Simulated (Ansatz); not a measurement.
The end point of a relaxation of AlRu. Space group Pm-3m (No. 221), CsCl type. Computed with PBE (plane waves to 420 eV, PAW, scalar-relativistic; Ansatz, an electronic-structure program).

```cif
data_AlRu
_chemical_formula_sum 'Ru1 Al1'
_space_group_name_H-M_alt 'Pm-3m'
_space_group_IT_number 221
_space_group_name_Hall '-P 4 2 3'
_cell_length_a 3.00370
_cell_length_b 3.00370
_cell_length_c 3.00370
_cell_angle_alpha 90.000
_cell_angle_beta 90.000
_cell_angle_gamma 90.000
loop_
_atom_site_label
_atom_site_type_symbol
_atom_site_symmetry_multiplicity
_atom_site_Wyckoff_symbol
_atom_site_fract_x
_atom_site_fract_y
_atom_site_fract_z
_atom_site_occupancy
Ru1 Ru 1 a 0.00000 0.00000 0.00000 1
Al1 Al 1 b 0.50000 0.50000 0.50000 1
```

| Item | Result |
|---|---|
| Volume per atom | 13.55 Å³ |
| Band gap | no gap (metallic) |
| Shortest distances | Al–Ru 2.60 Å; Ru–Ru 3.00 Å; Al–Al 3.00 Å |
| k-mesh | 15×15×15 |

Band energies at high-symmetry points (eV from the Fermi level; labels of this space group; no spin-orbit coupling), from −5 eV up to 3.8 eV:

```tsv
point	energies
Γ	-3.50 -3.50 0.17 0.17 0.17
X	-2.72 -1.58 -1.58 0.42 2.25
M	-3.01 -1.36 -1.36 -1.15 -1.15 1.50
R	-4.57 -4.57 -4.57 1.59 1.59 2.50
```

No spin polarisation in the result.

The run could not lose the symmetry of its start; a randomly shaken copy of 4 atoms returns to this structure.
